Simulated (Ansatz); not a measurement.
**Computed properties of B**

B:
```cif
data_B2
_chemical_formula_sum 'B2'
_space_group_name_H-M_alt 'P 1'
_space_group_IT_number 1
_cell_length_a 2.86576
_cell_length_b 2.86576
_cell_length_c 2.86576
_cell_angle_alpha 60.000
_cell_angle_beta 60.000
_cell_angle_gamma 60.000
loop_
_space_group_symop_operation_xyz
  'x, y, z'
loop_
_atom_site_label
_atom_site_type_symbol
_atom_site_fract_x
_atom_site_fract_y
_atom_site_fract_z
_atom_site_occupancy
B1 B 0.25000 0.25000 0.25000 1
B2 B 0.00000 0.00000 0.00000 1
```

Space group Fd-3m (No. 227), diamond; conventional cell a = 4.0528 Å, b = 4.0528 Å, c = 4.0528 Å, α = 90.00°, β = 90.00°, γ = 90.00°.

Method: plane-wave PAW r²SCAN (Ansatz code). Geometry: relaxed at this level of theory. Other levels are named where they apply.

Cell and energy:

Volume per atom: 8.32 Å³
Density: 2.16 g/cm³

Electronic structure:

- Electronic character = metallic (no gap)
- Density of states at the Fermi level = 0.41 states/eV per atom (mean over ±0.08 eV)

Mechanics:

* **Bulk modulus (Birch–Murnaghan fit)**: 180 GPa
* **Pressure derivative B′**: 3.6
* **Elastic constants (relaxed ions, GPa)**: C11 = 111, C12 = 215, C44 = -89.6
* **Mechanical stability**: unstable (C has a negative eigenvalue)

Phonons:

Highest zone-centre frequency: 509 cm⁻¹
Zone-centre stability: no imaginary mode at Γ

The cell is a constructed one: a structure type filled with these elements; neither database checked (COD, Materials Project) lists it. It is not the phase usual at ambient conditions (space group No. 166). The cell was relaxed with r²SCAN under the symmetry of its start. As this level gives no gap, shear constants depend on the k-mesh and smearing (Fermi–Dirac, 0.1 eV here). As this level gives no gap, phonon frequencies hold no LO–TO term and depend on the k-mesh and smearing (Fermi–Dirac, 0.1 eV here).

Potentials: the later of the program's two PAW sets.
